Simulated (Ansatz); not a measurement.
Kick test of a cell of TiSn₃O₈

The structure comes from a generated guess, relaxed at this level; another structure or a mixture of phases may lie lower.

All numbers below come from DFT PBE, scalar-relativistic, plane waves, PAW in Ansatz 0.2.0. Plane waves to 420 eV, a k mesh through Γ of 6×6×6 on the computed 12-atom cell and Gaussian smearing (0.02 eV); no spin polarisation.

The cell below (12 atoms, space group Immm (No. 71)) is relaxed within its symmetry.

```
CELL_PARAMETERS angstrom
-3.17743 3.37838 3.38371
3.17743 -3.37838 3.38371
3.17743 3.37838 -3.38371
ATOMIC_POSITIONS crystal
Ti 0.00000 0.00000 0.00000
Sn 0.00000 0.50000 0.50000
Sn 0.50000 0.24882 0.74882
Sn 0.50000 0.75118 0.25118
O 0.70027 0.00000 0.70027
O 0.69601 0.50000 0.19601
O 0.18945 0.95164 0.76219
O 0.18945 0.42727 0.23781
O 0.29973 0.00000 0.29973
O 0.30399 0.50000 0.80399
O 0.81055 0.57273 0.76219
O 0.81055 0.04836 0.23781
```

For the test it was strained at random (σ = 1.5 % a component), the atoms were moved at random (σ = 0.10 Å), and all was relaxed again on a coarse 4×4×4 mesh (in the run’s order of axes) with 0.10 eV smearing, with no symmetry imposed.

**Question.** Does it come back?

**Answer.** It returns, within 1 meV/atom of the unmoved cell on that mesh and with the same symmetry when read at 0.1 Å. So it is stable against the distortions that fit this cell and that this random move excites. Modes that don't fit the cell aren't tested.
